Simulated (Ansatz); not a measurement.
**Trial structures of Bi2TeO3: starts and ends**

Level of theory: DFT PBE, scalar-relativistic, plane waves, PAW in Ansatz 0.2.0. All cells share a 420 eV cutoff and Γ-centred k meshes spaced at most about 0.3 Å⁻¹ (about 0.25 or finer for metals, 2π included). No spin polarisation in the final relaxations.

Each guess was relaxed in cell and atoms at zero pressure, within the symmetry of its start. All energies are static (0 K, no zero-point motion). Coordination counts O or Te atoms around Bi (for each partner element, those within 1.25 times its shortest distance or 1.15 times the sum of covalent radii, where it is the nearest in units of that sum or under 1.3; a plus sign parts groups by distance over the sum of covalent radii; the shortest distance is added where it exceeds 1.18 times the sum of covalent radii; a slash parts the counts of unlike sites).

```tsv
guess	made from	start group	V start (Å³/atom)	end group	V end (Å³/atom)	coordination at the end	gap on mesh (eV)	E over the lowest end (meV/atom)
1	random cell	P4/mmm	20.8	?	?	?	?	?
2	In3SbTe2 type	P-3m1	21.5	P-3m1	24.3	Bi 3+3	0	0
3	random cell	P-62m	21.1	P-62m	53.2	Bi 4	0.98	420
4	SmCo3B2 type	P6/mmm	18.8	P6/mmm	18.4	Bi 9	0	80
5	Zr2CuSb3 type	P-4m2	20.2	P-4m2	17.9	Bi 7	0	106
```

Guess 1 as it starts:

```
Bi Te O
1.0
     4.88240    0.00000    0.00000
     0.00000    4.88240    0.00000
     0.00000    0.00000    5.24250
Bi Te O
2 1 3
Direct
  0.50000 0.50000 0.50000
  0.00000 0.00000 0.50000
  0.50000 0.50000 0.00000
  0.00000 0.00000 0.00000
  0.00000 0.50000 0.00000
  0.50000 0.00000 0.00000
```

Q: Predict the end of this guess and its energy over the lowest end.

A: It ends in space group P4/mmm (No. 123), with a = 4.426 Å, c = 5.954 Å, 19.4 Å³/atom and no gap. It lies 0.90 eV/atom over the lowest end, above guess 3 and so the highest of the set. Counting O or Te atoms around Bi, this end has Bi 2/2+8 from 3.0 Å and the lowest (guess 2) has Bi 3+3.

```xyz
6
Lattice="4.4256 0.0000 0.0000 0.0000 4.4256 0.0000 0.0000 0.0000 5.9539" Properties=species:S:1:pos:R:3 pbc="T T T"
Bi    2.2128    2.2128    2.9769
Bi    0.0000    0.0000    2.9769
Te    2.2128    2.2128    0.0000
O     0.0000    0.0000    0.0000
O     0.0000    2.2128    0.0000
O     2.2128    0.0000    0.0000
```

Energies over the elements count from the elements' standard structures at the same level (O₂ as a molecule), with no fitted energy shifts.

Q: Is the lowest end bound against the elements?

A: Yes: its formation energy is −0.66 eV/atom. It lies below the elements, which doesn't yet make it stable against other compounds or structures.

No dispersion correction is applied, so the spacing and binding between layers, chains or molecules are poorly described (P-3m1, P-62m), and this can change margins and order among such cells. Spin–orbit coupling, which can matter for Bi and Te, is left out. Kohn–Sham gaps at this level usually fall short of measured ones. The missing spin–orbit coupling can work the other way here. The reference form of Te is held partly by dispersion forces, which this level lacks. Cells relaxed within their symmetry can be saddle points. A lower structure may well exist outside this small set. Some candidate types were left out of the draw beforehand, so a known form may be missing.
